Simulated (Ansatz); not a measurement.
# SnO: stationary points along a deformation path

Method: DFT PBE+D3(BJ), scalar-relativistic, plane waves, PAW in Ansatz. Settings: plane waves to 650 eV, k-mesh 14×14×12 (Γ-centred), Gaussian smearing 0.15 eV. No spin polarisation. Energies are free energies at this smearing, counted from the undisturbed cell; pressure is positive in compression.

The starting cell (as given, not relaxed at this level; it stands at 2.0 GPa):

```xyz
4
Lattice="3.8020 0.0000 0.0000 0.0000 3.8020 0.0000 0.0000 0.0000 4.8360" Properties=species:S:1:pos:R:3 pbc="T T T"
Sn    0.0000    1.9010    1.1534
Sn    1.9010    0.0000    3.6826
O     0.0000    0.0000    0.0000
O     1.9010    1.9010    0.0000
```

At fixed volume and fractional coordinates, lengths along (0.000, 0.000, 1.000) are scaled against those across it; ρ is that ratio over its starting value. V = 17.476 Å³/atom. Δσ is the stress along the axis less the mean stress across it (compression positive).

| ρ | ΔE (meV/atom) | Δσ (GPa) | space group |
| --- | --- | --- | --- |
| 0.800 | 84.7 | 9.73 | P4/nmm |
| 0.850 | 45.5 | 7.93 | P4/nmm |
| 0.920 | 9.8 | 4.20 | P4/nmm |
| 0.960 | 0.7 | 1.62 | P4/nmm |
| 1.000 | 0.0 | -1.20 | P4/nmm |
| 1.050 | 10.8 | -4.99 | P4/nmm |
| 1.100 | 34.5 | -9.11 | P4/nmm |
| 1.200 | 120.0 | -18.19 | P4/nmm |
| 1.300 | 254.5 | -28.35 | P4/nmm |

Problem. How does the stress give the slope of the energy, and where is the energy stationary?

Solution. Along the path d ln(length) is 2/3 d ln ρ on the axis and −1/3 d ln ρ across it, so dE/d ln ρ = −(2/3) V Δσ: the energy falls with ρ where Δσ is positive. Δσ vanishes or changes sign between ρ = 0.960 and 1.000, a minimum (near 0.98 by linear interpolation). Pairs of stationary points between two samples would go unseen, and could change a minimum read from distant neighbours into a maximum.

Problem. Integrate that slope from ρ = 1 to 1.200 by the trapezoid rule.

Solution. With V/N in Å³ and 1 eV/Å³ = 160.2 GPa the slopes at ρ = 1.000, 1.050, 1.100, 1.200 are 87, 363, 663, 1323 meV/atom per unit of ln ρ. The steps add 11.0 + 23.9 + 86.4 = 121.2 meV/atom, against 120.0 from the energies; the trapezoid rule misses the curvature of the slope within each step.

Forces appear on the atoms along this scan, and letting them relax would lower the energy and soften the response. The gap closes along the scan, which can put kinks into the curve.

Cost: 9 runs of about 3.2 core-minutes in all, on Intel Xeon 6975P-C (Granite Rapids) (shared hosts).